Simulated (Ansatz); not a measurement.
GaAs:
```
GaAs
1.0
    0.00000     2.87224     2.87224
    2.87224     0.00000     2.87224
    2.87224     2.87224     0.00000
As Ga
1 1
Direct
  0.75000   0.75000   0.75000
  0.00000   0.00000   0.00000
```

The program Ansatz at the PBE level (PAW) gives a gap of 0.16 eV without spin–orbit coupling, maximum at Γ, minimum at Γ.

Task: What happens when spin–orbit coupling is switched on?

Result: The gap drops by 0.10 eV, to 0.06 eV; maximum at Γ, minimum at Γ.

Task: How large is the spin–orbit splitting of the valence top at Γ?

Result: The fourfold level lies 0.33 eV above the split-off pair.

Task: Give the Z2 indices of the occupied bands with spin–orbit coupling.

Result: 0;(000).

Space group F-43m (zinc blende). Symmetry was held in the PBE relaxation; phonons on a q-mesh show no instability.

Potentials: the later of the program's two PAW sets.
